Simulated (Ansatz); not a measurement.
InP:
```xyz
2
Lattice="3.8140 0.0000 0.0000 -1.9070 3.3030 0.0000 0.0000 0.0000 3.4217" Properties=species:S:1:pos:R:3 pbc="T T T"
In     0.0000     0.0000     0.0000
P      1.9070     1.1010     1.7108
```

Relaxed with r²SCAN. Special points in fractions of this cell's reciprocal vectors: Γ (0.000, 0.000, 0.000); M (0.500, 0.000, 0.000); K (0.333, 0.333, 0.000); A (0.000, 0.000, 0.500); L (0.500, 0.000, 0.500); H (0.333, 0.333, 0.500).

List the band energies nearest the Fermi level at these points for r²SCAN (plane waves, PAW; program Ansatz).

In eV from the Fermi level; about four levels below and three above (degenerate sets whole), none deeper than 8.9 eV; points with the same levels are listed once.

```tsv
k	below	above
Γ	-0.67 -0.48 -0.48 -0.01	4.96 4.96 5.48
M	-6.89 -2.17	0.87 1.33 5.82
K	-6.67 -4.48	1.11 5.16 5.54
A	-7.45	0.62 0.62 4.25
L	-4.90 -4.07 -2.55 -0.01	3.61 4.25 5.75
H	-4.23 -3.91 -2.49 -1.71	0.33 7.57 9.33
```

Space group P-6m2. The cell is a constructed one: a structure type filled with these elements; neither database checked (COD, Materials Project) lists it. It is not the phase usual at ambient conditions (space group No. 216). The r²SCAN relaxation kept the symmetry of its start; its stability against distortions is not shown here. Spin–orbit coupling is left out wherever it is not named.

Potentials: the later of the program's two PAW sets.
